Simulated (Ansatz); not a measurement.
An Ansatz (a first-principles code) input:

Ansatz 0.2 input:
```yaml
crystal:
  lattice:
    - [4.9848907789, 0.0, 0.0]
    - [0.0, 4.9848907789, 0.0]
    - [0.0, 0.0, 4.9848907789]
  atoms:
    - { symbol: Mo, position: [0.25, 0.0, 0.5] }
    - { symbol: Mo, position: [0.5, 0.75, 0.0] }
    - { symbol: Mo, position: [0.75, 0.0, 0.5] }
    - { symbol: Mo, position: [0.5, 0.25, 0.0] }
    - { symbol: Mo, position: [0.0, 0.5, 0.75] }
    - { symbol: Mo, position: [0.0, 0.5, 0.25] }
    - { symbol: Pt, position: [0.0, 0.0, 0.0] }
    - { symbol: Pt, position: [0.5, 0.5, 0.5] }
kpoints:
  mp_grid: { grid: [6, 6, 6] }
  band_path:
    path:
      - [[0.0, 0.0, 0.0], [0.0, 0.5, 0.0], [0.5, 0.5, 0.0], [0.0, 0.0, 0.0], [0.5, 0.5, 0.5], [0.0, 0.5, 0.0]]  # Γ-X-M-Γ-R-X
      - [[0.5, 0.5, 0.5], [0.5, 0.5, 0.0]]  # R-M
    npoints: 12
hamiltonian:
  xc: r2scan
  pseudopotentials: { kind: paw }
magnetization: { noncollinear: true, spin_orbit: true }
scf:
  n_extra_bands: 16
  convergence: { dr2_threshold: 0.0000000001 }
  occupations: { method: gaussian, width: 0.05 }
output: { eigenvalues: true }
```

Q: How many symmetry operations and irreducible k-points will the run report?

A: 48 operations, 20 of 216 k-points.

Q: With a cutoff of 500 eV, how many plane waves at Γ?

A: 3119.

It took very roughly 7 core-minutes on shared server cores.

Space group Pm-3n (A15 (Cr3Si type)). The workflow started from an entry of the Crystallography Open Database (COD). Whether it is the stable phase at ambient conditions was not checked. The r²SCAN relaxation kept the symmetry of its start; its stability against distortions is not shown here. The run is not spin-polarised.

Potentials: the later of the program's two PAW sets.

Ansatz is a plane-wave DFT program.
